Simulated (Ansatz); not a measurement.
# BeTe2, a known structure type with other elements, at an estimated volume

```
Be Te
1.0
     3.30015    5.71603    0.00000
    -3.30015    5.71603    0.00000
     0.00000    0.00000    7.24686
Be Te
3 6
Cartesian
  0.0000 5.7160 0.0000
  1.6501 2.8580 2.4156
  -1.6501 2.8580 4.8312
  0.0000 2.4122 3.6234
  1.2112 6.9221 6.0391
  1.2112 4.5099 1.2078
  0.0000 9.0199 3.6234
  -1.2112 4.5099 6.0391
  -1.2112 6.9221 1.2078
```

Level: r2SCAN, no spin polarisation; 500 eV; 6×6×5 Γ-centred mesh; fermi-dirac occupations (width 0.0655 eV); Ansatz 0.2.0, fixed geometry.

(1) Give the Bader charges.

(2) Is the cell too large or too small?

(3) Which atom feels the largest force, and which way?

(4) What is the formation energy?

(5) What happens at the Fermi level?

Origin: a known structure type with other elements, at an estimated volume, so it need not be a known compound. Caveats: atoms or cell far from equilibrium.

Results:

(1) Bader charges in e: Be +1.56, Te -0.78. In the mean Be gives up most and Te takes most.

(2) The pressure is 16.5 GPa (compression positive), so with the atoms held at these fractions the cell would first expand; the forces are large, so a full relaxation may end otherwise.

(3) The largest is on Te5 (and as large on other atoms): 1.73 eV/Å, components (1.50, -0.86, 0.00). It makes 102° with the line to a nearest neighbour, Be1 at 2.09 Å.

(4) 0.91 eV an atom against the elements' usual phases (free molecules for gases, crystals otherwise, with no correction for O₂ or N₂), so at this geometry it isn't bound against them. Relaxing would lower it.

(5) It is a metal, with about 7.5 states/eV a cell as the mean within 0.25 eV of the Fermi level, mostly Te p (95 %).
